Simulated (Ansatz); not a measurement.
**Si: two-dimensional strain map**

The calculation used Ansatz 0.2.0, DFT r2SCAN, scalar-relativistic, plane waves, PAW. Cutoff 500 eV, Γ-centred 10×10×8 k-points, Gaussian smearing of 0.15 eV. No spin polarisation. Energies are free energies at this smearing, counted from the undisturbed cell; pressure is positive in compression.

The undisturbed cell (relaxed at this level; with this scan's settings it stands at -0.1 GPa; this form isn't the usual structure):

```xyz
8
Lattice="4.6042 -2.4553 0.0000 4.6042 2.4553 0.0000 0.0000 0.0000 5.3753" Properties=species:S:1:pos:R:3 pbc="T T T"
Si    4.6042    0.0001    4.1435
Si    4.6042   -0.0001    1.2318
Si    4.6042    2.4553    1.4559
Si    4.6042   -2.4553    3.9194
Si    6.6774    0.0000    2.6876
Si    2.0732    0.0000    0.0000
Si    2.5309    0.0000    2.6876
Si    7.1351    0.0000    0.0000
```

The cell is strained by p along both x and y and by q along z, fractional coordinates fixed. Points are written (p, q).

Energy above the undisturbed cell in meV/atom (a dash: not computed):

```
 p \ q  -0.030  -0.015  0.000  0.015  0.030
-0.030    46.9    33.6   25.3   21.2   21.1
-0.015    20.7       –    6.1      –      –
 0.000     8.8       –    0.0      –    8.5
 0.030    20.8       –   21.7      –   39.7
```

Pressure in GPa:

```
 p \ q  -0.030  -0.015  0.000  0.015  0.030
-0.030    12.4    10.0    7.9    5.9    4.1
-0.015     7.6       –    3.6      –      –
 0.000     3.6       –   -0.1      –   -3.1
 0.030    -2.8       –   -5.8      –   -8.2
```